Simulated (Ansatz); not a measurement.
Relax this structure to zero stress and force, keeping its symmetry:

```
CELL_PARAMETERS angstrom
3.98830 0.00000 0.00000
0.00000 3.98830 0.00000
0.00000 0.00000 3.98830
ATOMIC_POSITIONS crystal
K 0.50000 0.50000 0.50000
Ta 0.00000 0.00000 0.00000
O 0.50000 0.00000 0.00000
O 0.00000 0.50000 0.00000
O 0.00000 0.00000 0.50000
```

The calculation used Ansatz, DFT PBE, scalar-relativistic, plane waves, PAW.

Cutoff 420 eV; k points 8×8×8 on the computed 5-atom cell (Γ-centred); Gaussian smearing, width 0.02 eV; no spin polarisation.

**Question.** What does it relax to?

**Answer.** The volume increases by 0.35 Å³/atom to 13.04 Å³/atom, and the energy falls by 5.8 meV/atom. Final structure:
Space group Pm-3m (No. 221). a = 4.024 Å, b = 4.024 Å, c = 4.024 Å, α = 90.00°, β = 90.00°, γ = 90.00°
```
atom site symmetry x y z
   K    1b m-3m  0.5000  0.5000  0.5000
  Ta    1a m-3m  0.0000  0.0000  0.0000
   O    3d    4/mm.m  0.5000  0.0000  0.0000
```

Spin–orbit coupling is left out, which can shift energies with elements as heavy as these.

Symmetry holds off the tilts and polar distortions that many cubic perovskites undergo.